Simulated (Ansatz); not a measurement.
Co2Si under strain — electric field gradients

The cell is a structure deposited in the COD, relaxed with PBE at fixed cell and then changed (z stretched by 1 %, ions relaxed).

```cif
data_structure
_symmetry_space_group_name_H-M 'P 1'
_symmetry_Int_Tables_number 1
_cell_length_a 4.9180
_cell_length_b 3.7380
_cell_length_c 7.1801
_cell_angle_alpha 90.000
_cell_angle_beta 90.000
_cell_angle_gamma 90.000
_cell_volume 132.00
loop_
_atom_site_label
_atom_site_type_symbol
_atom_site_fract_x
_atom_site_fract_y
_atom_site_fract_z
_atom_site_occupancy
Co1 Co 0.96443 0.75000 0.21700 1
Co2 Co 0.03557 0.25000 0.78300 1
Co3 Co 0.53557 0.25000 0.71700 1
Co4 Co 0.46443 0.75000 0.28300 1
Co5 Co 0.82592 0.75000 0.56328 1
Co6 Co 0.17408 0.25000 0.43672 1
Co7 Co 0.67408 0.25000 0.06328 1
Co8 Co 0.32592 0.75000 0.93672 1
Si9 Si 0.29580 0.75000 0.60761 1
Si10 Si 0.70420 0.25000 0.39239 1
Si11 Si 0.20420 0.25000 0.10761 1
Si12 Si 0.79580 0.75000 0.89239 1
```

Atom numbers follow the list; atoms alike are taken as one site, whose name carries the number of the first.

Computed with Ansatz: DFT, PBE, plane waves and PAW, scalar-relativistic, collinear spin, 420 eV cutoff, Γ-centred 9×12×6 k-points, Fermi–Dirac smearing 0.05 eV. Start moments as typed (μB): 3 on each Co, none on the rest.

Conventions: |V_zz| ≥ |V_yy| ≥ |V_xx|, η = (V_xx − V_yy)/V_zz, C_Q = eQV_zz/h.

Co-59: I = 7/2, Q = 420.0 mb. Nuclear quadrupole moments: year-2017 set (Pyykkö).

```tsv
site	atoms (order as listed)	first shell	V_zz (10²¹ V/m²)	η	C_Q (MHz)
Co1	1, 2, 3, 4	5 Si at 2.35–2.59 Å, 8 Co at 2.50–2.69 Å	1.37	0.02	13.9
Co5	5, 6, 7, 8	5 Si at 2.31–2.63 Å, 8 Co at 2.58–2.69 Å	-1.30	0.97	-13.2
Si	9, 10, 11, 12	10 Co at 2.31–2.63 Å	3.13	0.24	–
```

Si has no stable isotope with a ground-state quadrupole moment in the table, so no C_Q is given.

The run finds no gap above 0.1 eV (a metal, or nearly one), so the gradients can move by 10 % or more with the k-mesh. With these PAW files V_zz is typically within 2 to 3 % of all-electron values, but misses above 10 % occur on Co. At this changed cell the PBE pressure is -7 GPa. The run lost most of its start moments on Co; a state with other moments may lie lower. The magnetic order is the one that the run reached from its start moments, not necessarily the measured one (the real compound may not order at all). Where η is near 1 the sign of V_zz means little.
